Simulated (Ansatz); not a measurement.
LiTaO₃:
```cif
data_LiO3Ta
_chemical_formula_sum 'Ta1 Li1 O3'
_space_group_name_H-M_alt 'P 1'
_space_group_IT_number 1
_cell_length_a 3.89424
_cell_length_b 3.89424
_cell_length_c 3.95837
_cell_angle_alpha 90.000
_cell_angle_beta 90.000
_cell_angle_gamma 90.000
loop_
_space_group_symop_operation_xyz
  'x, y, z'
loop_
_atom_site_label
_atom_site_type_symbol
_atom_site_fract_x
_atom_site_fract_y
_atom_site_fract_z
_atom_site_occupancy
Ta1 Ta 0.50000 0.50000 0.40518 1
Li1 Li 0.00000 0.00000 0.15896 1
O1 O 0.50000 0.50000 0.86672 1
O2 O 0.50000 0.00000 0.33757 1
O3 O 0.00000 0.50000 0.33757 1
```

Relaxed with LDA.

### Question
Decompose the optical modes at the zone centre into irreducible representations, and say which are infrared and Raman allowed.

### Answer
Point group 4mm: Γ_opt = 3A1 + B1 + 4E. Infrared: A1, E. Raman: A1, B1, E.

### Question
Assign frequencies (DFPT, LDA in the plane-wave PAW code Ansatz; without the LO–TO term).

### Answer
E 190, E 203, A1 215, B1 270, A1 312, E 313, E 631, A1 703 cm⁻¹.

Subscripts of B labels follow the axes of the standard setting.

Space group P4mm. The start of the workflow was typed in or built on a structure type; neither database checked (COD, Materials Project) lists it. It is not the phase usual at ambient conditions (space group No. 161). Symmetry was held in the LDA relaxation. At this level the phase is dynamically unstable (imaginary phonons). The run is not spin-polarised. Spin–orbit coupling is left out wherever it is not named.

Potentials: the earlier of the program's two PAW sets. The files were generated under PBE; for other functionals the program regenerates the frozen cores, and for LDA and PBEsol the local potential too.
